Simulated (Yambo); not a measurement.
PbF2 (fluorite, space group Fm-3m, No. 225), G0W0@PBE in Yambo with this input:

```
rim_cut
gw0
dyson
el_el_corr
HF_and_locXC
ppa
em1d
RandQpts= 1000000
RandGvec= 1 Ry
EXXRLvcs= 88 Ry
VXCRLvcs= 352 Ry
Chimod= "HARTREE"
% BndsRnXp
 5 | 231 |
%
NGsBlkXp= 15 Ry
% LongDrXp
 1.0 | 1.0 | 1.0 |
%
PPAPntXp= 27.2114 eV
% GbndRnge
 1 | 231 |
%
GTermKind= "BG"
DysSolver= "n"
ExtendOut
```

On a 4×4×4 mesh, with wavefunctions cut at 88 Ry, the gap (W → X) is 6.349 eV and the valence edge shifts by -1.266 eV.

### Question
What happens with this change: 9 Ry block?

### Answer
The gap falls by 0.087 eV, to 6.262 eV; the shift of the valence edge becomes -1.201 eV. Neither run is shown to be the converged limit.

Spin-orbit coupling is not included.

Geometry relaxed with PBEsol; primitive cell a = 4.167 Å, b = 4.167 Å, c = 4.167 Å, α = 60.00°, β = 60.00°, γ = 60.00°.

A shift is the quasiparticle energy of the state minus its PBE energy.

The potentials are those of PseudoDojo's stringent table.
